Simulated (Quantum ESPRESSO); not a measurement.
# Planted mistakes on one cell of Zn2GaSe3Cl

These are calculations, not measurements. They come from pw.x of Quantum ESPRESSO 7.5, a plane-wave density functional program, with PseudoDojo standard norm-conserving files (v0.5 for PBE, v0.4.1 for LDA and PBEsol). The cells are made up: elements, strain and atom displacements were drawn at random, and nothing was relaxed. There is no spin polarisation, spin-orbit coupling or dispersion term.

The cell has 8 sites of a wurtzite lattice (rectangular cell). Sites 1 to 4 hold Zn empty Ga Zn; sites 5 to 8 hold Se Se Se Cl. Cell vectors in Å: (4.117, -0.042, -0.064); (-0.072, 7.047, 0.060); (-0.105, 0.056, 6.527). Settings: PBE, cutoff 1170 eV, 4 x 4 x 4 k mesh shifted by half a step, Fermi-Dirac smearing of 0.025 eV.

The intended run has a self-consistency threshold of 1e-07 eV, a smearing term of 0.000 eV, a pressure of -1.24 GPa and 10 iterations. Each further run changes one thing: all lengths scaled by 0.9895; atoms of sites 4 and 5 exchanged; cutoff 816 eV; files of PBEsol; k mesh 2 x 2 x 2; one electron added; smearing 0.67 eV; threshold 0.1 eV. A coarse mesh keeps the shift, and a charged cell sits in a uniform background.

| run | change of free energy (eV) | smearing term -TS (eV) | change of P (GPa) | largest change of a force component (eV/Å) | iterations |
| --- | --- | --- | --- | --- | --- |
| A | 4.767 | -0.009 | 4.13 | 1.858 | 12 |
| B | -0.020 | 0.000 | 1.43 | 0.220 | 10 |
| C | 22.081 | 0.000 | -2.33 | 0.185 | 10 |
| D | 0.021 | 0.000 | -1.52 | 0.966 | 4 |
| E | -0.676 | -2.322 | 1.52 | 0.393 | 11 |
| F | 7.513 | -0.004 | 12.32 | 0.705 | 11 |
| G | 6.733 | 0.000 | -56.20 | 0.029 | 11 |
| H | -0.478 | 0.000 | -0.52 | 0.124 | 10 |

A rerun of the intended cell at 1467 eV and k mesh 6 x 6 x 6 moved values by no more than 0.022 eV in the cell's energy, 0.18 GPa in stress and 0.011 eV/Å in force.

Question: which change belongs to which run?

## Worked reading

Run D has the fewest iterations, as a run stopped early does. Run E has the largest smearing term, as wide smearing gives. Run G has a higher energy and the largest fall in pressure, as too small a basis gives. Run B changes the volume by a factor of 0.9688; minus its pressure change over the logarithm of that factor, 45 GPa, is a rough bulk modulus with clamped atoms. Energies from files of another functional, or of a charged cell, have another zero and say nothing on stability; the pressure of a charged cell rests on the program's zero of potential too.

## Key

| run | change |
| --- | --- |
| A | atoms of sites 4 and 5 exchanged |
| B | all lengths scaled by 0.9895 |
| C | files of PBEsol |
| D | threshold 0.1 eV |
| E | smearing 0.67 eV |
| F | one electron added |
| G | cutoff 816 eV |
| H | k mesh 2 x 2 x 2 |